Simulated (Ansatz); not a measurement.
Starting cell, GaP (zinc blende):

```xyz
4
Lattice="0.0000 5.4514 5.4514 2.7257 0.0000 2.7257 2.7257 2.7257 0.0000" Properties=species:S:1:pos:R:3 pbc="T T T"
P      4.0885     4.0885     4.0885
P      4.0885     6.8142     6.8142
Ga     0.0000     0.0000     0.0000
Ga     0.0000     2.7257     2.7257
```

In this cell atom 4 (Ga, nearest neighbour P at 2.361 Å; its periodic images, 3.9 Å or more away, move with it) is moved by s towards the nearest neighbour, unit vector (-0.577, 0.577, 0.577); all other atoms and the cell stay fixed.

Computed with r2SCAN (plane waves to 500 eV, PAW, scalar-relativistic; Ansatz, a quantum-chemistry and plane-wave program). k mesh 4×8×8 (Γ-centred), Fermi-Dirac smearing 0.05 eV. Energies are smeared free energies. Stress and pressure are positive under compression. GaP was relaxed with its symmetry unable to fall. ΔE is measured from the undisplaced structure.

| s (Å) | P (GPa) | ΔE (meV/cell) |
|---|---|---|
| -0.240 | 0.81 | 277 |
| -0.192 | 0.56 | 186 |
| -0.144 | 0.33 | 110 |
| -0.096 | 0.16 | … |
| -0.048 | 0.04 | … |
| 0.000 | 0.00 | 0 |
| 0.048 | 0.05 | … |
| 0.096 | 0.20 | 62 |
| 0.144 | 0.48 | 147 |
| 0.192 | 0.91 | 275 |
| 0.240 | 1.50 | … |

Problem. Fill in the missing entries.

Solution. 
- -0.096, ΔE (meV/cell): 51
- -0.048, ΔE (meV/cell): 13
- 0.048, ΔE (meV/cell): 15
- 0.240, ΔE (meV/cell): 452

(A displaced cell: forces are minus the slopes of the energy, force constants its curvatures, and phonons follow from these.)
